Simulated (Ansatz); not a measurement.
## Straining Ti2CuSb3

These are results of Ansatz 0.2.0, DFT PBEsol, scalar-relativistic, plane waves, PAW, not measurements. (420 eV cutoff, 10×10×6 k-mesh, Gaussian smearing of 0.10 eV, no spin polarisation)

Starting point, cell and atoms relaxed:

```
Ti Cu Sb
1.0
     3.74872    0.00000    0.00000
     0.00000    3.74872    0.00000
     0.00000    0.00000    8.17143
Ti Cu Sb
2 1 3
Direct
  0.00000 0.50000 0.73750
  0.50000 0.00000 0.26250
  0.00000 0.00000 0.00000
  0.00000 0.50000 0.37514
  0.50000 0.00000 0.62486
  0.50000 0.50000 0.00000
```

Deformation: all cell vectors scaled alike, the atoms relaxed, all within the symmetry that the strain leaves. Energies are extrapolated to zero smearing.

```tsv
strain (%)	ΔE (meV/atom)	a (Å)	b (Å)	c (Å)
-6.0	253.8	3.524	3.524	7.681
-4.0	104.5	3.599	3.599	7.845
-2.0	24.1	3.674	3.674	8.008
+0.0	0.0	3.749	3.749	8.171
+2.0	21.3	3.824	3.824	8.335
+4.0	79.4	3.899	3.899	8.498
+6.0	166.9	3.974	3.974	8.662
```

(1) What stiffness (1/V) d²E/dε² at zero strain does a cubic fit over all points give?

Answers

(1) A cubic fit gives (1/V) d²E/dε² = 980 GPa at zero strain (nine times the bulk modulus at fixed shape).